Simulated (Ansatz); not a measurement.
The elements of this relaxed trial crystal are hidden behind letters.

```
lattice vectors (Å)
   4.5143    0.0000    0.0000
   0.0000    4.5143    0.0000
   0.0000    0.0000    4.5143
fractional positions
X 0.5000 0.5000 0.5000
Z 0.0000 0.0000 0.0000
Q 0.0000 0.5000 0.7405
Q 0.5000 0.2595 0.0000
Q 0.7405 0.0000 0.5000
Q 0.0000 0.5000 0.2595
Q 0.5000 0.7405 0.0000
Q 0.2595 0.0000 0.5000
```

The calculation used Ansatz 0.2.0, DFT PBE, scalar-relativistic, plane waves, PAW. Settings of the last relaxation (8-atom cell): 420 eV, 8×8×8 k points, Gaussian smearing of 0.10 eV, collinear spin.

* Space group: Pm-3 (No. 200)
* Conventional cell: a = 4.514 Å
* Volume per atom: 11.50 Å³
* Density: 9.16 g/cm³
* Energy over the elements: −1.15 eV/atom
* Gap on the 8×8×8 mesh of the 8-atom cell: 0 eV (a metal)
* Net moment per atom: 0.40 μB

Energies are uncorrected and count from the elements' standard states at the same level.

Task: X is a d-block element of period 6, Z is a p-block element of period 6 and Q is a p-block element of period 2. Which elements are they?

Result: X = Re, Z = Pb, Q = F, so the formula is RePbF6. Density times volume gives a mean mass of 9.16 × 11.50/1.6605 = 63.4 u per atom, and this set has 63.4 u. Around Re lie 12 F at 2.50 Å; Pb has 12 F at 2.54 Å; around F lie 1 F at 2.17 Å, 1 F at 2.34 Å, 2 Re at 2.50 Å, 2 Pb at 2.54 Å and 8 F at 2.77 Å. Other sets within the hints have nearly the same mass, so mass alone doesn't settle it; this one was computed.

Spin–orbit coupling, which can matter for Pb and Re, is left out. The magnetic state reached may not be the lowest. A structure relaxed within its symmetry needn't be a true minimum.
